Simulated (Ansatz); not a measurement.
Relaxing a structure of FeGe2

The relaxed structure here is a generated cell of FeGe2: the first start was made by placing the elements on the sites of a structure type, and the end was not matched to a known phase here, so it may be hypothetical.

The start is a generated trial cell of FeGe2 in the CrSi2 structure type. A full variable-cell relaxation at zero pressure is run with r2SCAN (plane waves to 500 eV, PAW, scalar-relativistic; Ansatz, a first-principles code). The first steps use a coarse 6×6×4 k-mesh.

Input geometry:
```
FeGe2
1.0
    4.59936     0.00000     0.00000
   -2.29968     3.98316     0.00000
    0.00000     0.00000     6.61512
Fe Ge
3 6
Direct
  0.50000   0.00000   0.00000
  0.50000   0.50000   0.33333
  0.00000   0.50000   0.66667
  0.16559   0.33118   0.00000
  0.83441   0.16559   0.33333
  0.66882   0.83441   0.66667
  0.83441   0.66882   0.00000
  0.16559   0.83441   0.33333
  0.33118   0.16559   0.66667
```
Spin-polarised start, with parallel moments on Fe.

**Question.** How large is the pressure on the unrelaxed cell, and of which sign?

**Answer.** +9 GPa (positive: the cell is compressed).

**Question.** What is the largest force in the starting geometry, and on which atom (counted from 1)?

**Answer.** About 0.3 eV/Å, on Ge4, Ge5, Ge6, Ge7, Ge8, Ge9 (atoms numbered as listed).

**Question.** How does the volume change?

**Answer.** +9.4 %, from 13.47 to 14.73 Å³/atom.

**Question.** How do the shortest distances between atoms change?

**Answer.** The closest pairs of elements (up to four, under 3.6 Å), start → end: Ge–Ge 2.57 → 2.64 Å; Fe–Ge 2.58 → 2.64 Å; Fe–Fe 3.19 → 3.28 Å.

**Question.** What band gap does the relaxed structure have at this level?

**Answer.** No gap (metallic).

**Question.** What magnetic moments remain?

**Answer.** Net 0.81 μB/atom, ferromagnetic.

**Question.** Give the final cell and atomic positions.

**Answer.** 
Space group P6₂22 (No. 180); a = b = 4.758 Å, c = 6.760 Å, α = β = 90.00°, γ = 120.00°

```tsv
atom	site	symmetry	x	y	z
Fe	3c	222	0.5000	0.0000	0.0000
Ge	6i	..2	0.1678	0.3357	0.0000
```

The space group stays P6₂22 (No. 180) (the run could not lower it); the end is AFLOW prototype AB2_hP9_180_d_j (C40, as in CrSi2), with 9 atoms in the primitive magnetic cell. Final values are on a 11×11×7 k-mesh of the relaxed cell. Spin state reached: ferromagnetic (net 0.81 μB/atom), from parallel starting moments; other spin orders were not run from this start. r2SCAN tends to overstate moments in metals.

The run could not lose the symmetry of its start, so the end can be a saddle point.
